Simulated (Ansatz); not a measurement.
# What a change of settings does: Ni (fcc type)

First run: DFT, PBE, PAW with Ansatz's default frozen-core files, scalar-relativistic (Ansatz 0.2.0).

Command: `ansatz run input.yaml --threads 1 --pin off --max-ram 2048MiB --backend cpu --events-out ev --progress --plain --runs-dir out` It took 2.1 s on 1 thread of Intel(R) Xeon(R) 6975P-C (Granite Rapids) (shared host), peak memory 0.36 GiB.

```yaml
crystal:
  lattice:
    - [0.0, 1.7560872397, 1.7560872397]
    - [1.7560872397, 0.0, 1.7560872397]
    - [1.7560872397, 1.7560872397, 0.0]
  atoms:
    - { symbol: Ni, position: [0.0, 0.0, 0.0] }
kpoints:
  mp_grid: { grid: [21, 21, 21] }
  band_path:
    path:
      - [0.0, 0.0, 0.0]
      - [0.5, 0.0, 0.5]
      - [0.625, 0.25, 0.625]
      - [0.375, 0.375, 0.75]
      - [0.0, 0.0, 0.0]
      - [0.5, 0.5, 0.5]
      - [0.5, 0.25, 0.75]
      - [0.5, 0.0, 0.5]
    npoints: 8
scf:
  occupations: { method: fermi_dirac, width: 0.05 }
hamiltonian:
  xc: pbe
  pseudopotentials: { kind: paw }
output:
  forces: true
  stress: true
  eigenvalues: true
  populations: true
  dos: { projected: true, de: 0.2, e_range: [-14, 8] }
```

The base cell comes from a relaxation on PAW files under the same functional.

This run: the series' base cell.

It converges in 6 SCF iterations at a pressure of 0.01 GPa, cutoff 420 eV.

A second input differs as follows:

```diff
   occupations: { method: fermi_dirac, width: 0.05 }
+  max_iter: 50
 hamiltonian:
   pseudopotentials: { kind: paw }
+  hubbard: { sites: [{ species: Ni, l: d, u_eff: -5.0 }] }
 output:
   populations: true
-  dos: { projected: true, de: 0.2, e_range: [-14, 8] }
```

What is wrong with it, and what does the program do?

The change was made to test an enormous or negative U. The run converges in 7 SCF iterations at a pressure of 2.74 GPa, cutoff 420 eV. Compare each number with the sound run's before taking it for a property of the system. The log ends:
```
--- Band table (eV; the first three rows and the last of 286) ---
  k-point 0: bands = ["-85.7874", "-46.0203", "-46.0203", "-46.0203", "9.0859", "17.3590", "17.3590", "17.3590", "18.5769", "18.5769", "41.7642", "45.7859", "45.7859"]
  k-point 1: bands = ["-85.7866", "-46.0252", "-46.0210", "-46.0210", "9.1752", "17.3356", "17.3791", "17.3791", "18.5684", "18.5684", "41.4955", "44.4490", "45.5164"]
  k-point 2: bands = ["-85.7844", "-46.0393", "-46.0230", "-46.0230", "9.4407", "17.2696", "17.4343", "17.4343", "18.5476", "18.5476", "40.2216", "43.1823", "44.9868"]
  k-point 285: bands = ["-85.7422", "-46.1685", "-46.1579", "-46.1010", "16.0649", "16.5629", "16.7438", "18.4981", "19.3081", "25.2370", "26.3262", "28.3779", "29.4582"]
Occupation matrices written to <dir>
--- Löwdin populations: 1 site ---
  site symbol       q [e]
     0     Ni     17.7336
  spilling = 0.014801 (of n_electrons = 18.000000)
```
